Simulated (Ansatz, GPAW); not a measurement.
Given: the input of a run of Ansatz 0.2.0 on TaV. The cell comes from a database or a generator and needn't be the stable form of this composition.

File input.yaml:

```yaml
crystal:
  lattice:
    - [1.6067, -2.307775, 0.0]
    - [1.6067, 2.307775, 0.0]
    - [0.0, 0.0, 4.341361]
  atoms:
    - { symbol: Ta, position: [0.0, 0.0, 0.0] }
    - { symbol: V, position: [0.5, 0.5, 0.5], spin: 2.0 }
kpoints:
  mp_grid: { grid: [10, 10, 6] }
scf:
  occupations: { method: gaussian, width: 0.1 }
hamiltonian:
  xc: rpbe
  pseudopotentials: { kind: all_electron, lapw: { basis_error: 0.001 } }
magnetization:
  spin_polarized: true
output:
  forces: true
  stress: true
  eigenvalues: true
```

Potentials or basis: all-electron LAPW, scalar-relativistic.

Command:

```console
$ ansatz run input.yaml --threads 2 --pin off --max-ram 6144MiB --backend cpu --events-out ev --progress --plain --runs-dir out
```

Translate it to GPAW 26.7.0 (ASE script). Potentials or basis there: the program's PAW data sets (release 1.2.1) made for this functional, cutoff 600 eV.

As run (cutoffs and basis follow the program's own potentials, and thresholds, step limits or extra output files can differ):

run.py

```python
from ase.dft.bandgap import bandgap
from ase.io import read, write
from ase.units import GPa
from gpaw import GPAW, PW

atoms = read('POSCAR')
atoms.set_initial_magnetic_moments([0.0, 2.0])

calc = GPAW(mode=PW(600),
            xc='RPBE',
            kpts={'size': (10, 10, 6), 'gamma': True},
            occupations={'name': 'methfessel-paxton', 'order': 0, 'width': 0.1},
            nbands=26,
            convergence={'density': 1e-05, 'energy': 1e-05},
            maxiter=150,
            txt='gpaw.txt')
atoms.calc = calc
energy = atoms.get_potential_energy()
forces = atoms.get_forces()
stress = atoms.get_stress()
calc.write('gs.gpw')
write('result.traj', atoms)
print(f'Energy: {energy:.6f} eV')
print('Forces (eV/A):')
print(forces.round(4))
print('Stress (GPa):', (stress / GPa).round(3))
print('Moments:', calc.get_magnetic_moments().round(3))
print('Fermi level:', round(calc.get_fermi_level(), 4), 'eV')
print(f'Gap: {bandgap(calc)[0]:.4f} eV, direct: {bandgap(calc, direct=True)[0]:.4f} eV')
```

POSCAR

```
TaV
1.0
    1.6067000000     -2.3077750000      0.0000000000
    1.6067000000      2.3077750000      0.0000000000
    0.0000000000      0.0000000000      4.3413610000
Ta V
1 1
Direct
    0.0000000000      0.0000000000      0.0000000000
    0.5000000000      0.5000000000      0.5000000000
```

Potentials or basis: the program's PAW data sets (release 1.2.1) made for this functional, pw.

Launch:

```console
$ OMP_NUM_THREADS=1 python run.py
```

Both were run:

|  | Ansatz | GPAW |
| --- | --- | --- |
| Pressure | 3.6 GPa | 4.7 GPa |
| Net moment | 0.00 μB per cell | 0.00 μB per cell |

Where Ansatz's input types no cutoff or centring, it takes its own default and a Γ-centred mesh.

The magnetic state is the one that the start led to; the real crystal's order can differ.

Pressure is positive in compression.
